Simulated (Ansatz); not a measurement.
## What settings do to one calculation: Mn started on a Mg site in rocksalt MgS, 16 atoms, charge +1

Ansatz (PAW, plane waves), atoms fixed. The base input:

```yaml
crystal:
  lattice:
    - [0.000000, 5.181980, 5.181980]
    - [5.181980, 0.000000, 5.181980]
    - [5.181980, 5.181980, 0.000000]
  atoms:
    - { symbol: S, position: [0.756950, 0.259263, 0.246675] }
    - { symbol: S, position: [0.266203, 0.724840, 0.763866] }
    - { symbol: S, position: [0.257627, 0.755054, 0.265321] }
    - { symbol: S, position: [0.761385, 0.246834, 0.766199] }
    - { symbol: S, position: [0.224242, 0.249886, 0.770740] }
    - { symbol: S, position: [0.749990, 0.725356, 0.265278] }
    - { symbol: S, position: [0.268716, 0.246344, 0.248148] }
    - { symbol: S, position: [0.758523, 0.765564, 0.739085] }
    - { symbol: Mg, position: [0.005442, 0.988874, 0.010852] }
    - { symbol: Mg, position: [0.981230, 0.969222, 0.524332] }
    - { symbol: Mg, position: [0.507372, 0.491803, 0.001547] }
    - { symbol: Mg, position: [0.022033, 0.509676, 0.996508] }
    - { symbol: Mg, position: [0.511269, 0.004819, 0.483592] }
    - { symbol: Mg, position: [0.501816, 0.996411, 0.984721] }
    - { symbol: Mg, position: [0.996310, 0.482715, 0.510734] }
    - { symbol: Mn, position: [0.508448, 0.479536, 0.485775] }
kpoints:
  mp_grid: { grid: [2, 2, 2], shift: [0.5, 0.5, 0.5] }
hamiltonian:
  xc: pbesol
total_charge: 1
scf:
  occupations: { method: fermi_dirac, width: 0.01 }
output:
  forces: true
  eigenvalues: true
  populations: true
  charged_corrections: { epsilon: 10 }
```

Command:

```sh
ansatz run in.yaml --threads 8 --pin off --max-ram 13300MiB --runs-dir r --events-out ev --progress --plain
```

It converged in 18 iterations and 3.7 s of wall time on 8 threads of a Neoverse-V1 processor, on a host shared with other runs; peak host memory 0.76 GiB; largest force component 2.48 eV/Å. The cutoff was the default, 420 eV. The base isn't a converged reference: it has few k points, and its atoms are unrelaxed. Each run below changes the keys shown and caps the iterations.

| run | changed | ending | iterations | free energy less the base (meV per atom) | rms change of forces (eV/Å) | change of pressure (GPa) | wall time (s, shared host) |
| --- | --- | --- | --- | --- | --- | --- | --- |
| 1 | ecutwfc 300 eV, max_iter 80 | converged | 19 | 24.5 | 0.008 | – | 2.2 CPU |
| 2 | mixing algorithm msr1, max_iter 70 | converged | 19 | 0.0 | 0.000 | – | 3 CPU |
| 3 | occupations methfessel_paxton, width 0.1 eV, max_iter 80 | converged | 22 | -0.8 | 0.006 | – | 4 CPU |
| 4 | initial_magnetization 1, max_iter 60 | converged | 12 | -130.0 | 0.345 | – | 5.9 CPU |
| 5 | xc lda, max_iter 100 | converged | 20 | other zero | 0.068 | – | 2.8 CPU |
| 6 | initial_magnetization 8, max_iter 80 | converged | 12 | -130.0 | 0.345 | – | 6.1 CPU |
| 7 | max_iter 90, k points a 1×1×2 mesh centred on Γ | converged | 23 | 293.3 | 0.372 | – | 1.5 CPU |
| 8 | max_iter 100 | converged | 18 | 0.0 | 0.000 | – | 2.8 CPU |

«Other zero»: another functional, charge or dispersion term moves the zero of energy, so the difference says nothing of accuracy.

Task: Which changes leave the result alone, and which of the same physical model moves the forces most?

Result: The forces move by under 0.002 eV/Å in runs 2, 8. Run 7 (max_iter 90, k points a 1×1×2 mesh centred on Γ) moves them most among the runs with the same functional, charge and dispersion term, by 0.372 eV/Å.
